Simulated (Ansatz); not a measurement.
Tl:
```
Tl
1.0
    0.00000     3.55881     3.55881
    3.55881     0.00000     3.55881
    3.55881     3.55881     0.00000
Tl
2
Direct
  0.00000   0.00000   0.00000
  0.25000   0.25000   0.25000
```

This is the PBE-relaxed structure.

Task: All from the program Ansatz at the PBE level (PAW), unless another level is named. Predict the density of states at the Fermi level.

Result: 0.93 states/eV per atom (mean over ±0.08 eV).

Task: And the gap with spin–orbit coupling?

Result: none (metallic).

Space group Fd-3m (diamond). The start of the workflow was typed in or built on a structure type; neither database checked (COD, Materials Project) lists it. It is not the phase usual at ambient conditions (space group No. 194). Symmetry was held in the PBE relaxation; its stability against distortions is not shown here. Scalar-relativistic: spin–orbit coupling is off unless named, which matters more the heavier the elements.

Potentials: the later of the program's two PAW sets.
